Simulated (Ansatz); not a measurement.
## SiNi: from a starting cell to a relaxed one

The start is a generated cell, SiNi placed in the CoSn structure type. The cell and all atomic positions are relaxed at zero pressure with PBE (plane waves to 420 eV, PAW, scalar-relativistic; Ansatz, an electronic-structure program). The first steps use a coarse 6×6×6 k-mesh.

Initial structure:
```
SiNi
1.0
    4.73561     0.00000     0.00000
   -2.36781     4.10116     0.00000
    0.00000     0.00000     3.82123
Ni Si
3 3
Direct
  0.50000   0.00000   0.00000
  0.50000   0.50000   0.00000
  0.00000   0.50000   0.00000
  0.00000   0.00000   0.00000
  0.33333   0.66667   0.50000
  0.66667   0.33333   0.50000
```
Spin-polarised start, with parallel moments on Ni.

**Question.** What pressure does the first self-consistent step give?

**Answer.** +9 GPa (positive: the cell is compressed).

**Question.** How do the shortest distances between atoms change?

**Answer.** The closest pairs of elements (up to four, under 3.6 Å), start → end: Ni–Si 2.35 → 2.37 Å; Ni–Ni 2.37 → 2.43 Å; Si–Si 2.73 → 2.80 Å.

**Question.** What band gap does the relaxed structure have at this level?

**Answer.** No gap (metallic).

**Question.** What magnetic moments remain?

**Answer.** Zero (the starting moments vanished).

**Question.** Give the final cell and atomic positions.

**Answer.** 
Space group P6/mmm (No. 191); a = b = 4.854 Å, c = 3.823 Å, α = β = 90.00°, γ = 120.00°

```tsv
atom	site	symmetry	x	y	z
Ni	3f	mmm	0.0000	0.5000	0.0000
Si	1a	6/mmm	0.0000	0.0000	0.0000
Si	2d	-6m2	0.3333	0.6667	0.5000
```

The space group stays P6/mmm (No. 191) (the run could not lower it); the end is AFLOW prototype AB_hP6_191_f_ad (B35, as in CoSn), with 6 atoms in the primitive cell. Final values are on a 11×11×12 k-mesh of the relaxed cell. No spin polarisation in the result: the starting moments vanished. A magnetic state may lie lower.

The run could not lose the symmetry of its start: the end is stationary, and may be a saddle point rather than a minimum.

All atoms sit on sites fixed by symmetry, so only the cell could relax.

The relaxed structure here is a generated cell of SiNi: the first start was made by placing the elements on the sites of a structure type, and the end was not matched to a known phase here, so it may be hypothetical. Known forms of SiNi include space group No. 62.
